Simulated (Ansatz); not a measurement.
SiO2:
```xyz
12
Lattice="5.0306 0.0000 0.0000 0.0000 5.0306 0.0000 0.0000 0.0000 7.0138" Properties=species:S:1:pos:R:3 pbc="T T T"
Si     1.4976     1.4976     0.0000
Si     4.0129     1.0177     5.2604
Si     1.0177     4.0129     1.7535
Si     3.5330     3.5330     3.5069
O      1.2060     0.5088     1.2481
O      3.7213     2.0065     4.0123
O      1.3093     3.0241     0.5054
O      3.8246     4.5218     4.7550
O      4.5218     3.8246     2.2589
O      2.0065     3.7213     3.0015
O      3.0241     1.3093     6.5084
O      0.5088     1.2060     5.7658
```

Cartesian axes are those of the cell as given.

**Question.** Give the high-frequency dielectric tensor and the Born effective charge tensors of the independent atoms from DFPT, PBEsol in the plane-wave PAW code Ansatz.

**Answer.** 
ε∞:
```
2.28  0.00  0.00
0.00  2.28  0.00
0.00  0.00  2.26
```
Z* of atom 1 (Si), rows: field, columns: displacement, in e:
```
 3.35   0.02   0.20
 0.02   3.35  -0.20
-0.35   0.35   3.31
```
Z* of atom 5 (O), rows: field, columns: displacement, in e:
```
-1.02  -0.15   0.07
-0.22  -2.33   0.85
 0.21   0.85  -1.65
```

Space group P4_12_12. Symmetry was held in the PBEsol relaxation.

Potentials: the later of the program's two PAW sets.
